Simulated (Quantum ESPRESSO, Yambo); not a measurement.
# Si at +1 % isotropic strain: DFT and GW levels

Si is taken in the hexagonal space group P6₃/mmc (No. 194), Pearson symbol hP4. Lattice parameters: a = b = 3.864 Å, c = 6.378 Å, α = β = 90.00°, γ = 120.00°. Si on 4f sees 4 Si at 2.371–2.387 Å (tetrahedral). (Neighbours: up to the widest gap in distance over summed covalent radii, below 1.35, at either atom.)

The PBEsol cell relaxed from Materials Project entry mp-165 was given an isotropic strain of +1 % on all lattice vectors, and the atoms were relaxed again.

Starting point: norm-conserving PBEsol (Quantum ESPRESSO, 36 Ry, scalar-relativistic). G0W0 in Yambo: 6×6×2 Γ-centred k mesh, 176 bands and a 10 Ry block in the screening, 176 bands in G with the Bruneval-Gonze terminator, plasmon pole fitted at 27.2 eV.

```
Item                                                Result
-------------------------------------------------  -------
PBEsol gap along the band path                     0.35 eV
PBEsol gap between the mesh's edge points (Γ → M)  0.35 eV
G0W0 gap between the same points                   1.03 eV
PBEsol smallest direct gap on the mesh (at Γ)      0.87 eV
G0W0 direct gap at that point                      1.55 eV
```

```tsv
k point	band	E PBEsol (eV)	E QP (eV)	shift (eV)	Z
Γ	VB	0.00	-0.70	-0.70	0.77
Γ	CB	0.87	0.85	-0.01	0.78
A	VB	-0.91	-1.60	-0.69	0.77
A	CB	1.65	1.64	-0.01	0.77
M	VB	-1.41	-2.12	-0.71	0.76
M	CB	0.35	0.34	-0.01	0.78
```

Energies count from the PBEsol valence-band maximum.

Convergence of the G0W0 settings was not tested.

This is not the ordinary phase of the substance; no match was found in the copy of COD used, and its stability was not checked.
